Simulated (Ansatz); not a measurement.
An Ansatz (a first-principles code) run. Input:

Ansatz 0.2 input:
```yaml
crystal:
  lattice:
    - [1.3534128138, 0.7813932524, 4.214100793]
    - [-1.3534128138, 0.7813932524, 4.214100793]
    - [0.0, -1.5627865048, 4.214100793]
  atoms:
    - { symbol: Cu, position: [0.0, 0.0, 0.0] }
    - { symbol: Pd, position: [0.5, 0.5, 0.5] }
kpoints:
  mp_grid: { grid: [13, 13, 13] }
  band_path:
    path:
      - [[0.0, 0.0, 0.0], [0.5, 0.5, 0.5], [0.8104120876, 0.1895879124, 0.5]]  # Γ-T-H_2
      - [[0.5, -0.1895879124, 0.1895879124], [0.5, 0.0, 0.0], [0.0, 0.0, 0.0], [0.3447939562, -0.3447939562, 0.0]]  # H_0-L-Γ-S_0
      - [[0.6552060438, 0.0, 0.3447939562], [0.5, 0.0, 0.5], [0.0, 0.0, 0.0]]  # S_2-F-Γ
    npoints: 10
hamiltonian:
  xc: r2scan
  pseudopotentials: { kind: paw }
magnetization: { noncollinear: true, spin_orbit: true }
scf:
  n_extra_bands: 13
  convergence: { dr2_threshold: 0.0000000001 }
  occupations: { method: gaussian, width: 0.05 }
output: { eigenvalues: true }
```

Output (shortened):

```
basis.fft_grid_basis auto: the FFT boxes are laid along the combinations [[1, 0, -1], [0, 1, -1], [0, 0, 1]] of the cell's own vectors, 2.707, 2.707 and 4.495 …
Pseudopotentials: kind: paw_fr
Pseudopotential: Cu, paw_fr, valence charge 19
Pseudopotential: Pd, paw_fr, valence charge 18
Functional definition: r2SCAN
non-collinear run that drives no moment, with spin-orbit …
Crystal: 2 atoms, lattice volume = 26.740 Å³
Basis set: ecut = 500 eV, 675 PW (Γ), FFT grids on a1−a3, a2−a3, a3, exchange–correlation on 80×80×144 points (64 copies of the dense FFT grid, shifted against one another)
Bands: 50, of which v1, the nominal top of the filled ones, is band 37 counted from 1 (36 counted from 0)
Symmetry: 12 space group operations + 12 with time reversal
k-points: 231 of 2197
Projection manifold: j_resolved (fully-relativistic pseudo-atomic orbitals)
PAW frozen core: Cu, regenerated for the run's functional
PAW frozen core: Pd, regenerated for the run's functional
Initial density: superposition of atomic densities (chi_scale 0.1, normalization cell, long waves kept (reshape's long-wave potential 0.00 eV rms))
Initial wavefunctions: pseudopotential atomic-orbital guess
Eigensolver: davidson
Functional: x = r2scan, c = r2scan; τ floored in thin density (d = 2e-4 eV/Å³)
SCF iter   1: F=—  HF=-13611.171881 eV  |F-HF|=—  |Δ(HF+E_count)|=         —  Δρ=2.12e-1  dr2=1.86e1  dr2_τ=1.04e-1  dr2_m=0.00e0 (ungated)  ethr=3.10e-3  |M|=0.00e0 ∫|m|=0.00e0 μB  |m|>n=0.0e0 m-floor=0.0e0 τ_xc=0.0e0  β_m=0.30  ⟨swp⟩=7.2  Hψ=27235  notcnv=0  defer=264
all-band conjugate gradients solve this SCF's bands
preconditioner: auto → Kerker (q_TF=auto, 2.880 Å⁻¹)
spin=Noncollinear: Kerker preconditioning applied to the charge; magnetization (m_x, m_y, m_z) channels mix plain (no charge-response kernel on spin).
SCF iter   2: F=—  HF=-13608.604298 eV  |F-HF|=—  |Δ(HF+E_count)|=    2.57e0  Δρ=9.32e-2  dr2=3.83e0  dr2_τ=3.11e-2  dr2_m=0.00e0 (ungated)  ethr=3.10e-3  |M|=0.00e0 ∫|m|=0.00e0 μB  |m|>n=0.0e0 m-floor=0.0e0 τ_xc=0.0e0  β_m=0.40  ⟨swp⟩=2.4  Hψ=10626  notcnv=0  defer=1660
SCF iter   3: F=—  HF=-13608.142795 eV  |F-HF|=—  |Δ(HF+E_count)|=   4.62e-1  Δρ=2.81e-2  dr2=2.99e-1  dr2_τ=3.09e-3  dr2_m=0.00e0 (ungated)  ethr=3.10e-3  |M|=0.00e0 ∫|m|=0.00e0 μB  |m|>n=0.0e0 m-floor=0.0e0 τ_xc=0.0e0  β_m=0.42  ⟨swp⟩=2.2  Hψ=9466  notcnv=0  defer=1622
SCF iter   4: F=—  HF=-13608.180147 eV  |F-HF|=—  |Δ(HF+E_count)|=   3.74e-2  Δρ=2.79e-2  dr2=1.35e-1  dr2_τ=1.08e-3  dr2_m=0.00e0 (ungated)  ethr=8.09e-4  |M|=0.00e0 ∫|m|=0.00e0 μB  |m|>n=0.0e0 m-floor=0.0e0 τ_xc=0.0e0  β_m=0.63  ⟨swp⟩=2.0  Hψ=6075  notcnv=0  defer=1624
SCF iter   5: F=—  HF=-13608.184072 eV  |F-HF|=—  |Δ(HF+E_count)|=   3.93e-3  Δρ=1.62e-2  dr2=3.48e-2  dr2_τ=1.99e-4  dr2_m=0.00e0 (ungated)  ethr=3.64e-4  |M|=0.00e0 ∫|m|=0.00e0 μB  |m|>n=0.0e0 m-floor=0.0e0 τ_xc=0.0e0  β_m=0.60  ⟨swp⟩=2.1  Hψ=10248  notcnv=0  defer=1682
SCF iter   6: F=—  HF=-13608.188575 eV  |F-HF|=—  |Δ(HF+E_count)|=   4.50e-3  Δρ=5.07e-3  dr2=6.58e-3  dr2_τ=3.11e-5  dr2_m=0.00e0 (ungated)  ethr=9.41e-5  |M|=0.00e0 ∫|m|=0.00e0 μB  |m|>n=0.0e0 m-floor=0.0e0 τ_xc=0.0e0  β_m=0.80  ⟨swp⟩=2.0  Hψ=7465  notcnv=0  defer=1682
SCF iter   7: F=—  HF=-13608.190963 eV  |F-HF|=—  |Δ(HF+E_count)|=   2.39e-3  Δρ=3.89e-3  dr2=3.35e-3  dr2_τ=6.84e-6  dr2_m=0.00e0 (ungated)  ethr=1.78e-5  |M|=0.00e0 ∫|m|=0.00e0 μB  |m|>n=0.0e0 m-floor=0.0e0 τ_xc=0.0e0  β_m=0.83  ⟨swp⟩=2.0  Hψ=7818  notcnv=0  defer=1682
SCF iter   8: F=—  HF=-13608.190634 eV  |F-HF|=—  |Δ(HF+E_count)|=   3.29e-4  Δρ=5.59e-4  dr2=6.65e-5  dr2_τ=7.30e-7  dr2_m=0.00e0 (ungated)  ethr=9.04e-6  |M|=0.00e0 ∫|m|=0.00e0 μB  |m|>n=0.0e0 m-floor=0.0e0 τ_xc=0.0e0  β_m=0.91  ⟨swp⟩=2.3  Hψ=6588  notcnv=0  defer=1682
SCF iter  14: F=-13608.190694 eV  HF=-13608.190694 eV  |F-HF|=1.27e-11  |Δ(HF+E_count)|=  4.91e-11  Δρ=3.84e-7  dr2=3.53e-11  dr2_τ=2.76e-13  dr2_m=0.00e0 (ungated)  ethr=1.00e-12  |M|=0.00e0 ∫|m|=0.00e0 μB  |m|>n=0.0e0 m-floor=0.0e0 τ_xc=0.0e0  ⟨swp⟩=7.8  Hψ=23096  notcnv=0
SCF 1 converged in 14 iterations: F = -13608.190694 eV  dr2 = 3.53e-11
NSCF: frozen V_eff on 73 k-points
SCF converged after 14 iterations
Magnetization: |M| = 0.0000 μB,  M = (+0.0000, +0.0000, +0.0000) μB
Absolute magnetization: 0.0000 μB (∫|m|)
  site 0: m = (+0.0000, +0.0000, +0.0000) μB, |m| = 0.0000 μB  (R = 1.08 Å)
  site 1: m = (+0.0000, +0.0000, +0.0000) μB, |m| = 0.0000 μB  (R = 1.08 Å)
Free energy (F): -13608.190694 eV
Harris-Foulkes:  -13608.190694 eV  (|F-HF|=1.27e-11)
Internal energy: -13608.188964 eV  (E = F + TS)
E sigma→0 (E₀):  -13608.189829 eV
Entropy (-TS):   -0.001730 eV (-0.865 meV/atom)
Fermi energy:    17.991228 eV
--- Per-component energies (eV) ---
  E_band       = -533.389141
  E_kinetic    = 816.030737
  E_local      = -5917.534161  (includes V_loc(G=0)·N_el)
  E_nonlocal   = 614.798984
  E_hartree    = 2564.403273
  E_xc         = -243.897283
  E_vxc        = -356.813662  (∫ρ·V_xc dr)
  E_paw        = -5443.837792  (= ΣΔE_a)
  E_vpaw       = -844.681202  (= ΣTr[D̂ρ^β])
  E_aug_tail   = 0.000261  (compensation charges beyond the density's cutoff)
  E_vtau       = 26.003620  (kinetic-family band-sum trace: ∫τ·v_τ [+ j·A + Jᵃ·Aᵃ] dr)
  E_ewald      = -5997.399222
  E_core_change = -0.753760  (= ΣΔE_core)
  E_smearing   = -0.001730  (= −TS)
  E_closure    =  0.000000  (closes the sum)
  Σ components = -13608.190694   (vs F -13608.190694, Δ=0.00e0)
  [band-id]    e_kinetic+e_local+e_nonlocal+2·e_hartree+e_vxc+e_vpaw+e_augmentation_tail+e_vtau = -533.388877   (vs E_band -533.389141, Δ=2.64e-4)
--- Band table (eV; the first three rows and the last of 231) ---
  k-point 0: bands = ["-97.7334", "-97.7334", "-68.5241", "-68.5241", "-55.3092", "-55.3092", "-52.7428", "-52.7428", "-52.7093", "-52.7093", "-36.3549", "-36.3549", "-31.9912", "-31.9912", "-31.8721", "-31.8721", "9.8216", "9.8216", "12.7443", "12.7443", "14.7193", "14.7193", "14.9907", "14.9907", "15.2916", "15.2916", "15.3810", "15.3810", "15.6149", "15.6149", "16.3997", "16.3997", "16.4451", "16.4451", "17.4402", "17.4402", "17.6010", "17.6010", "18.8282", "18.8282", "24.8880", "24.8880", "35.9281", "35.9281", "38.3029", "38.3029", "38.4267", "38.4267", "38.5544", "38.5544"]
  k-point 1: bands = ["-97.7332", "-97.7332", "-68.5213", "-68.5213", "-55.3100", "-55.3100", "-52.7431", "-52.7431", "-52.7109", "-52.7109", "-36.3618", "-36.3618", "-31.9947", "-31.9947", "-31.8875", "-31.8875", "10.0161", "10.0161", "12.8831", "12.8831", "14.7028", "14.7028", "15.0304", "15.0304", "15.2501", "15.2501", "15.3944", "15.3944", "15.6450", "15.6450", "16.3609", "16.3609", "16.4533", "16.4533", "16.8847", "16.8847", "17.4807", "17.4807", "19.6306", "19.6306", "24.9658", "24.9658", "35.8221", "35.8221", "37.0383", "37.0383", "37.9613", "37.9613", "38.2504", "38.2504"]
  k-point 2: bands = ["-97.7326", "-97.7326", "-68.5135", "-68.5135", "-55.3122", "-55.3122", "-52.7442", "-52.7442", "-52.7152", "-52.7152", "-36.3810", "-36.3810", "-32.0088", "-32.0088", "-31.9253", "-31.9253", "10.5769", "10.5769", "13.2470", "13.2470", "14.5494", "14.5494", "15.0118", "15.0118", "15.2559", "15.2559", "15.5252", "15.5252", "15.7335", "15.7335", "16.0902", "16.0902", "16.2826", "16.2826", "16.5413", "16.5413", "17.3490", "17.3490", "20.8996", "20.8996", "25.2588", "25.2588", "33.4589", "33.4589", "36.5417", "36.5417", "36.9628", "36.9628", "37.7205", "37.7205"]
  k-point 230: bands = ["-97.7332", "-97.7332", "-68.5213", "-68.5213", "-55.3098", "-55.3098", "-52.7428", "-52.7428", "-52.7109", "-52.7109", "-36.3625", "-36.3625", "-31.9966", "-31.9966", "-31.8876", "-31.8876", "11.9948", "11.9948", "12.2486", "12.2486", "14.7443", "14.7443", "14.8733", "14.8733", "15.2997", "15.2997", "15.5045", "15.5045", "15.6006", "15.6006", "15.8431", "15.8431", "16.1904", "16.1904", "16.3287", "16.3287", "16.8795", "16.8795", "17.1218", "17.1218", "32.3005", "32.3005", "34.7522", "34.7522", "36.2214", "36.2214", "37.7213", "37.7213", "38.3773", "38.3773"]
  band table: 50 of 50 bands, residual norms ≤ 1.0e-3 eV
```

Cost: roughly 2.6 core-minutes on shared cores.

Space group R-3m. The workflow started from a Materials Project entry (that database holds measured and hypothetical structures alike); the Crystallography Open Database copy checked does not list it. COD files the formula under space group No. 221. With Cu and Pd taken as one species the cell has the higher symmetry Fm-3m, so it may be an ordered model of a mixed-site phase. Whether it is the stable phase at ambient conditions was not checked. The cell was relaxed with r²SCAN under the symmetry of its start; whether a distortion lowers the energy is not shown. The run is not spin-polarised. Axis ratios of metals converge slowly with the k-mesh, so a and c are less sure than the volume.

Potentials: the later of the program's two PAW sets.

Ansatz is a plane-wave DFT program.
